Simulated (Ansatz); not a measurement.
## BiTe: trigonal deformation path

Method: DFT PBE, scalar-relativistic, plane waves, PAW in Ansatz 0.2.0. Settings: plane waves to 420 eV, k-mesh 14×14×14 (Γ-centred), Gaussian smearing 0.15 eV. Spin–orbit coupling is left out, which can shift energies with elements as heavy as these. No spin polarisation. Energies are free energies at this smearing, counted from the undisturbed cell; pressure is positive in compression.

The undisturbed cell (as given, not relaxed at this level; it stands at 0.8 GPa, and it needn't be the usual structure):

```
CELL_PARAMETERS angstrom
0.00000 3.23500 3.23500
3.23500 0.00000 3.23500
3.23500 3.23500 0.00000
ATOMIC_POSITIONS crystal
Bi 0.00000 0.00000 0.00000
Te 0.50000 0.50000 0.50000
```

At fixed volume and fractional coordinates, lengths along (0.577, 0.577, 0.577) are scaled against those across it; ρ is that ratio over its starting value. The cell is metallic on the mesh throughout. At ρ = 0.500 the cell becomes cubic (Pm-3m), and there the slope of the energy vanishes by symmetry.

```tsv
ρ	ΔE (meV/atom)
0.500	186.7
0.600	150.2
0.710	44.1
0.850	-3.9
0.930	-0.3
1.000	0.0
1.080	0.3
1.200	-1.1
1.410	59.2
1.700	265.7
2.000	384.1
```

Problem. Predict the pressure (GPa) at each point.

Solution.
```tsv
ρ	pressure (GPa)
0.500	-4.9
0.600	-3.8
0.710	-2.0
0.850	-0.1
0.930	0.6
1.000	0.8
1.080	0.6
1.200	-0.3
1.410	-2.0
1.700	-3.8
2.000	-4.4
```